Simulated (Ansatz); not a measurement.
Input file for Ansatz (an electronic-structure program):

Ansatz 0.2 input:
```yaml
crystal:
  lattice:
    - [-1.9352729744, 1.9352729744, 4.9586349472]
    - [1.9352729744, -1.9352729744, 4.9586349472]
    - [1.9352729744, 1.9352729744, -4.9586349472]
  atoms:
    - { symbol: Ti, position: [0.5983591814, 0.0983591814, 0.5] }
    - { symbol: Ti, position: [0.8483591814, 0.8483591814, 0.0] }
    - { symbol: N, position: [0.667970385, 0.667970385, 0.0] }
    - { symbol: N, position: [0.417970385, 0.917970385, 0.5] }
    - { symbol: F, position: [0.8586704335, 0.3586704335, 0.5] }
    - { symbol: F, position: [0.1086704335, 0.1086704335, 0.0] }
kpoints:
  mp_grid: { grid: [9, 9, 9] }
hamiltonian:
  xc: r2scan
  pseudopotentials: { kind: paw }
scf:
  occupations: { method: fixed }
output:
  optics: { e_range: [0.0, 15.0], de: 0.05, sigma: 0.1, bands: { spectra_wanted_up_to: 12 eV } }
```

Output (shortened):

```
basis.fft_grid_basis auto: the FFT boxes are laid along the combinations [[1, 0, 1], [0, 1, 1], [0, 0, 1]] of the cell's own vectors, 3.871, 3.871 and 5.664 Å …
output.optics: the spectra are integrated over the Brillouin zone by k·p interpolation around the k-points, where levels, occupations, output.optics.sigma and …
Pseudopotential: Ti, paw, valence charge 12
Pseudopotential: N, paw, valence charge 5
Pseudopotential: F, paw, valence charge 7
Functional definition: r2SCAN
Crystal: 6 atoms, lattice volume = 74.286 Å³
Basis set: ecut = 500 eV, 1887 PW (Γ), FFT grids on a1+a3, a2+a3, a3, exchange–correlation on 120×120×180 points (64 copies of the dense FFT grid, shifted against one another)
Bands: 30, of which v1, the nominal top of the filled ones, is band 24 counted from 1 (23 counted from 0)
Symmetry: 8 space group operations
Space group: I41md (ITA 109), of the structure as read, at distance tolerance 4.2e-5 Å
k-points: 75 of 729 (time reversal used)
SCF iter   1: F=—  HF=-7406.218250 eV  |F-HF|=—  |Δ(HF+E_count)|=         —  Δρ=2.53e-2  dr2=5.81e-1  dr2_τ=3.89e-1  ethr=1.77e-3  ⟨swp⟩=3.7  Hψ=8358  notcnv=0  defer=159
preconditioner: auto → Resta (q_TF=auto, 2.537 Å⁻¹)
SCF iter   2: F=—  HF=-7406.226142 eV  |F-HF|=—  |Δ(HF+E_count)|=   7.89e-3  Δρ=1.29e-2  dr2=9.07e-2  dr2_τ=3.41e-2  ethr=1.21e-3  ⟨swp⟩=2.7  Hψ=4696  notcnv=0  defer=138
SCF iter   3: F=—  HF=-7406.214521 eV  |F-HF|=—  |Δ(HF+E_count)|=   1.16e-2  Δρ=4.22e-3  dr2=8.59e-3  dr2_τ=8.47e-4  ethr=1.89e-4  ⟨swp⟩=2.0  Hψ=3360  notcnv=0  defer=261
SCF iter   4: F=—  HF=-7406.214124 eV  |F-HF|=—  |Δ(HF+E_count)|=   3.97e-4  Δρ=1.26e-3  dr2=7.83e-4  dr2_τ=1.46e-4  ethr=1.79e-5  ⟨swp⟩=2.0  Hψ=3003  notcnv=0  defer=300
SCF iter   5: F=—  HF=-7406.214241 eV  |F-HF|=—  |Δ(HF+E_count)|=   1.16e-4  Δρ=3.18e-4  dr2=6.53e-5  dr2_τ=6.92e-6  ethr=1.63e-6  ⟨swp⟩=2.1  Hψ=3221  notcnv=0  defer=300
SCF iter   6: F=—  HF=-7406.214261 eV  |F-HF|=—  |Δ(HF+E_count)|=   2.00e-5  Δρ=1.22e-4  dr2=1.51e-5  dr2_τ=7.58e-7  ethr=1.36e-7  ⟨swp⟩=3.0  Hψ=3865  notcnv=0  defer=129
SCF iter   7: F=—  HF=-7406.214262 eV  |F-HF|=—  |Δ(HF+E_count)|=   1.85e-6  Δρ=3.03e-5  dr2=7.16e-7  dr2_τ=4.32e-8  ethr=3.14e-8  ⟨swp⟩=2.0  Hψ=3005  notcnv=0  defer=129
SCF iter   8: F=—  HF=-7406.214257 eV  |F-HF|=—  |Δ(HF+E_count)|=   5.18e-6  Δρ=1.12e-5  dr2=1.22e-7  dr2_τ=5.38e-9  ethr=1.49e-9  ⟨swp⟩=2.0  Hψ=3300  notcnv=0  defer=129
SCF iter  11: F=-7406.214257 eV  HF=-7406.214257 eV  |F-HF|=9.09e-13  |Δ(HF+E_count)|=  2.82e-11  Δρ=1.02e-7  dr2=6.57e-12  dr2_τ=7.12e-13  ethr=1.00e-12  ⟨swp⟩=7.9  Hψ=8243  notcnv=0
SCF 1 converged in 11 iterations: F = -7406.214257 eV  dr2 = 6.57e-12
NSCF: frozen V_eff on 75 k-points
Optics k sum: 0 of 75 k-points
Optics k sum: 4 of 75 k-points
Optics k sum: 8 of 75 k-points
Optics k sum: 12 of 75 k-points
Optics k sum: 15 of 75 k-points
Optics k sum: 19 of 75 k-points
Optics k sum: 23 of 75 k-points
Optics k sum: 27 of 75 k-points
Optics k sum: 30 of 75 k-points
Optics k sum: 34 of 75 k-points
Optics k sum: 38 of 75 k-points
Optics k sum: 42 of 75 k-points
Optics k sum: 45 of 75 k-points
Optics k sum: 49 of 75 k-points
Optics k sum: 53 of 75 k-points
Optics k sum: 57 of 75 k-points
Optics k sum: 60 of 75 k-points
Optics k sum: 64 of 75 k-points
Optics k sum: 68 of 75 k-points
Optics k sum: 72 of 75 k-points
Optics k sum: 75 of 75 k-points
Optics k sum: 0 of 75 k-points
Optics k sum: 4 of 75 k-points
Optics k sum: 8 of 75 k-points
Optics k sum: 12 of 75 k-points
Optics k sum: 15 of 75 k-points
Optics k sum: 19 of 75 k-points
Optics k sum: 23 of 75 k-points
Optics k sum: 27 of 75 k-points
Optics k sum: 30 of 75 k-points
Optics k sum: 34 of 75 k-points
Optics k sum: 38 of 75 k-points
Optics k sum: 42 of 75 k-points
Optics k sum: 45 of 75 k-points
Optics k sum: 49 of 75 k-points
Optics k sum: 53 of 75 k-points
Optics k sum: 57 of 75 k-points
Optics k sum: 60 of 75 k-points
Optics k sum: 64 of 75 k-points
Optics k sum: 68 of 75 k-points
Optics k sum: 72 of 75 k-points
Optics k sum: 75 of 75 k-points
NSCF: frozen V_eff on 1 k-points
NSCF: frozen V_eff on 1 k-points
NSCF: frozen V_eff on 1 k-points
NSCF: frozen V_eff on 1 k-points
NSCF: frozen V_eff on 1 k-points
NSCF: frozen V_eff on 1 k-points
output.optics: what the bands over the 45 summed would add to eps1, eps2 and the energy-loss function is held between a lower and an upper bound (12 Lanczos …
SCF converged after 11 iterations
Free energy (F): -7406.214257 eV
Harris-Foulkes:  -7406.214257 eV  (|F-HF|=9.09e-13)
Internal energy: -7406.214257 eV  (E = F + TS)
E sigma→0 (E₀):  -7406.214257 eV
Fermi energy:    6.946007 eV
--- Per-component energies (eV) ---
  E_band       = -556.202633
  E_kinetic    = 1223.131099
  E_local      = -3823.290092  (includes V_loc(G=0)·N_el)
  E_nonlocal   = 244.328240
  E_hartree    = 1478.152454
  E_xc         = -464.850755
  E_vxc        = -669.031098  (∫ρ·V_xc dr)
  E_paw        = -2774.071322  (= ΣΔE_a)
  E_vpaw       = -532.989789  (= ΣTr[D̂ρ^β])
  E_aug_tail   = 0.002468  (compensation charges beyond the density's cutoff)
  E_vtau       = 45.341671  (kinetic-family band-sum trace: ∫τ·v_τ [+ j·A + Jᵃ·Aᵃ] dr)
  E_ewald      = -3288.987522
  E_core_change = -0.628827  (= ΣΔE_core)
  E_smearing   =  0.000000  (= −TS)
  E_closure    = 0.000000  (closes the sum)
  Σ components = -7406.214257   (vs F -7406.214257, Δ=0.00e0)
  [band-id]    e_kinetic+e_local+e_nonlocal+2·e_hartree+e_vxc+e_vpaw+e_augmentation_tail+e_vtau = -556.202594   (vs E_band -556.202633, Δ=3.88e-5)
--- Band table (eV; the first three rows and the last of 75) ---
  k-point 0: bands = ["-51.8709", "-51.8313", "-27.2990", "-27.2990", "-27.2309", "-26.9478", "-26.8808", "-26.8808", "-18.7138", "-18.5892", "-6.3488", "-5.6352", "0.7731", "0.9345", "0.9345", "1.6588", "1.6588", "1.7330", "4.4387", "4.7291", "4.7291", …
  k-point 1: bands = ["-51.8692", "-51.8320", "-27.3274", "-27.3271", "-27.2220", "-26.9633", "-26.8821", "-26.8759", "-18.6336", "-18.5178", "-6.2857", "-5.6049", "0.6833", "0.7127", "0.7488", "1.4853", "1.6537", "1.8089", "4.2676", "4.4169", "4.8855", …
  k-point 2: bands = ["-51.8645", "-51.8342", "-27.3957", "-27.3944", "-27.2010", "-26.9998", "-26.8844", "-26.8701", "-18.4287", "-18.3369", "-6.1108", "-5.5321", "0.1924", "0.1996", "0.5911", "1.1818", "1.5462", "1.7566", "4.0989", "4.1873", "5.1289", …
  k-point 74: bands = ["-51.8515", "-51.8503", "-27.3299", "-27.3014", "-27.0962", "-27.0875", "-26.8787", "-26.8776", "-18.6474", "-18.5741", "-6.0105", "-5.9670", "0.6924", "0.9127", "1.2100", "1.2827", "1.7228", "1.7386", "4.2108", "4.4256", "4.6864", …
```

Cost: very roughly 4 core-minutes on shared cores.

Space group I4_1md. The workflow started from a Materials Project entry (that database holds measured and hypothetical structures alike); the Crystallography Open Database copy checked does not list it. Whether it is the stable phase at ambient conditions was not checked. The cell was relaxed with r²SCAN under the symmetry of its start; its stability against distortions is not shown here. No spin polarisation was allowed.

Potentials: the later of the program's two PAW sets.

Ansatz is a plane-wave DFT program.
